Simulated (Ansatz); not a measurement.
# CdHC₂O₃: ¹⁷O NMR of the central transition

Cell: a refined structure from the COD whose atoms were relaxed with PBE, the cell held.

Space group P2_1/c (No. 14); a = 3.5793, b = 10.4878, c = 8.5834 Å, β = 99.55°.

```
site  Wyckoff  site symmetry       x       y       z
  Cd       4e              1  0.2124  0.6244  0.9241
   H       4e              1  0.8484  0.6350  0.1797
  C9       4e              1  0.5721  0.5569  0.5998
 C13       4e              1  0.3469  0.5751  0.4419
 O17       4e              1  0.6526  0.6272  0.7197
 O21       4e              1  0.1588  0.6649  0.3702
 O25       4e              1  0.7705  0.5937  0.0768
```

One atom of each set is listed.

Computed with Ansatz: DFT, PBE, plane waves and PAW, scalar-relativistic, 420 eV cutoff, Γ-centred 9×3×4 k-points, Fermi–Dirac smearing 0.05 eV.

¹⁷O has I = 5/2 and Q = -25.58 mb (Pyykkö 2018); at 21.1 T its Larmor frequency is ν₀ = 121.8 MHz. Only the quadrupole interaction is simulated: positions count from each site's isotropic chemical shift, and J coupling is left out, as are shift anisotropy and dipolar coupling, which fast spinning averages.

(1) Give C_Q, η, the quadrupolar product P_Q = |C_Q|(1 + η²/3)^½, the second-order isotropic shift and the breadth of the pattern (fast magic-angle spinning) for each O site.

Results:

(1) 

```csv
site,first shell,C_Q (MHz),η,P_Q (MHz),δ_QIS (ppm),breadth (kHz)
O17,1 C at 1.26 Å; also 2 Cd at 2.43–2.55 Å,8.19,0.52,8.54,-29.5,8.34
O21,"1 C at 1.26 Å, 1 Cd at 2.26 Å; also 1 H at 1.84 Å",6.65,0.87,7.43,-22.3,6.11
O25,"1 H at 0.98 Å, 3 Cd at 2.22–2.29 Å",-5.47,0.06,5.48,-12.1,3.23
```

δ_QIS = −(ν_Q²/30ν₀²)[I(I+1) − 3/4](1 + η²/3) × 10⁶ ppm with ν_Q = 3|C_Q|/[2I(2I−1)]; it falls as 1/B₀² in ppm, and the breadth as 1/B₀ in kHz.

At O25 V_zz points along its shortest bond, to H (within 1°).

Without spin–orbit coupling (the program notes it for Cd) the gradients are little affected as a rule: paired runs on crystals with a gap mostly move them by under 2 % at such atoms.
